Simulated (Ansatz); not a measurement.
# Energy against volume for TiN (rock salt)

TiN (rock salt), conventional cell a = b = c = 4.2469 Å, α = β = γ = 90.00°. The calculation uses the primitive cell of 2 atoms, to which meshes and values per cell refer.

This relaxed cell (volume V₀) is scaled evenly in all directions, its shape held. Symmetry pins the atoms to their sites.

Computed with PBE (plane waves to 420 eV, PAW, scalar-relativistic; Ansatz, a program for electronic structure). k mesh 19×19×19 (Γ-centred), Fermi-Dirac smearing 0.05 eV. The energy includes the smearing's −TS. Stress and pressure are positive under compression. TiN is run without spin polarisation. TiN was relaxed with its symmetry unable to fall. The zero of ΔE is the relaxed starting cell.

| V (Å³/atom) | ΔE (kJ/mol of atoms) | P (GPa) |
|---|---|---|
| 9.000 | 3.2 | 19.5 |
| 9.096 | 2.2 | 15.8 |
| 9.192 | 1.4 | 12.3 |
| 9.288 | 0.8 | 9.0 |
| 9.383 | 0.3 | 5.8 |
| 9.479 | 0.1 | 2.9 |
| 9.575 | 0.0 | 0.0 |
| 9.671 | 0.1 | -2.7 |
| 9.766 | 0.3 | -5.2 |
| 9.862 | 0.7 | -7.7 |
| 9.958 | 1.2 | -10.0 |
| 10.054 | 1.8 | -12.2 |
| 10.149 | 2.6 | -14.2 |

What the scan shows:

```yaml
pressure_at_the_smallest_volume: 19.5 GPa
energy_cost_of_the_largest_compression: 33 meV/atom
energy_cost_of_the_largest_expansion: 27 meV/atom
Bulk modulus B₀ (third-order Birch-Murnaghan fit): 277 GPa
Pressure derivative B₀′ (fit): 4.3
equilibrium_volume_of_the_fit: 9.58 Å³/atom
Pressure for 5 % compression (fit): 15.8 GPa
```

(A scan under strain: stresses follow from slopes of the energy per volume, elastic moduli from its curvatures.)
